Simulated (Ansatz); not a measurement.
Density of states of KLa

```yaml
crystal:
  lattice:
    - [1.89357, -1.09325, 7.42912]
    - [0.00000, 2.18650, 7.42912]
    - [-1.89357, -1.09325, 7.42912]
  atoms:
    - { symbol: K, position: [0.00000, 0.00000, 0.00000] }
    - { symbol: La, position: [0.50000, 0.50000, 0.50000] }
```

The structure comes from a relaxation in the same program, started in the L11 type, and has space group R-3m. Whether it is a known phase or the ground state wasn't checked.

Spin–orbit coupling is left out, though it moves levels of the heavy atoms by tenths of an eV or more.

Computed with DFT, PBE, all-electron LAPW, scalar-relativistic in Ansatz 0.2.0.

Settings: a Γ-centred 11×11×11 k mesh, Fermi–Dirac smearing of 0.05 eV, basis error target 0.25 meV/atom, no spin polarisation.

States per eV and cell, averaged over 0.6 eV, from -2.8 to 0.6 eV, with energies (bin centres) from the Fermi level; empty bins are left out. The partial columns, the largest 3 alone, are projections on Löwdin-orthogonalised atomic shells (those that the program's projection atoms carry: the occupied ones and, for some elements, an empty d or f shell; other empty shells have no column), summed over atoms of an element. Weights on diffuse s and p shells depend on that basis and aren't pure angular character.

| E (eV) | total | La 5d | La 6s | K 4s |
| --- | --- | --- | --- | --- |
| -2.6 | 0.19 | 0.00 | 0.10 | 0.07 |
| -2.0 | 0.41 | 0.02 | 0.24 | 0.13 |
| -1.4 | 0.99 | 0.28 | 0.36 | 0.31 |
| -0.8 | 2.72 | 1.72 | 0.40 | 0.48 |
| -0.2 | 2.78 | 2.16 | 0.17 | 0.17 |
| 0.4 | 3.72 | 2.17 | 0.37 | 0.20 |

(1) Which of the resolved shells contributes most within 0.3 eV of the Fermi level?

(2) Where is the centre of the filled La 5d states between -14 eV and the top of the filled states?

Answers

(1) La 5d, with 72 % of all states there; La 4f follows with 8 %.

(2) -0.53 eV from the Fermi level.
